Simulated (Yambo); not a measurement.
**Optical response of RbCdF3**

```xyz
5
Lattice="4.4250 0.0000 0.0000 0.0000 4.4250 0.0000 0.0000 0.0000 4.4250" Properties=species:S:1:pos:R:3 pbc="T T T"
F      0.0000     2.2125     2.2125
F      2.2125     0.0000     2.2125
F      2.2125     2.2125     0.0000
Rb     0.0000     0.0000     0.0000
Cd     2.2125     2.2125     2.2125
```

Yambo, RPA with local fields on PBEsol bands; 8×8×8 mesh, 75 bands, 3 Ry local-field block, 0.2 eV broadening; field along x.

```csv
E (eV),Im ε,Re ε,"Im ε, independent particles"
0.0,0.00,2.39,0.00
0.6,0.00,2.39,0.00
1.2,0.01,2.41,0.01
1.9,0.01,2.44,0.01
2.5,0.02,2.49,0.02
3.1,0.03,2.57,0.03
3.8,0.05,2.70,0.05
4.4,0.13,2.94,0.13
5.0,0.60,3.13,0.59
5.6,1.04,3.21,1.03
6.2,1.34,3.05,1.34
6.9,1.38,2.04,1.35
7.5,1.15,1.94,1.11
8.1,0.97,2.07,0.94
8.8,1.03,2.00,0.98
9.4,1.13,2.03,1.15
10.0,1.19,1.79,1.26
10.6,0.97,1.65,1.00
11.2,0.89,1.97,0.95
11.9,1.07,2.11,1.19
12.5,1.43,1.73,1.59
13.1,1.18,1.73,1.40
13.8,1.52,1.65,1.77
14.4,1.45,1.36,1.65
15.0,1.27,1.30,1.51
15.6,1.30,1.27,1.71
16.2,1.24,1.05,2.15
16.9,1.08,1.10,2.00
17.5,0.98,1.05,1.92
18.1,0.81,1.22,2.25
18.8,0.86,1.44,2.87
19.4,1.50,1.42,1.57
20.0,1.15,0.91,1.80
```

Structure narrower than a few tenths of an eV can come from the finite k mesh. Convergence of the RPA response with its 8×8×8 mesh was not tested. No excitonic effects at this level.

The cell is held in this high symmetry; tilts and polar distortions were not searched.

Spin-orbit coupling is not included.

Geometry of the Materials Project entry, not relaxed at this level.

The structure is a Materials Project entry; no match was found in the copy of COD used, and its stability was not checked.
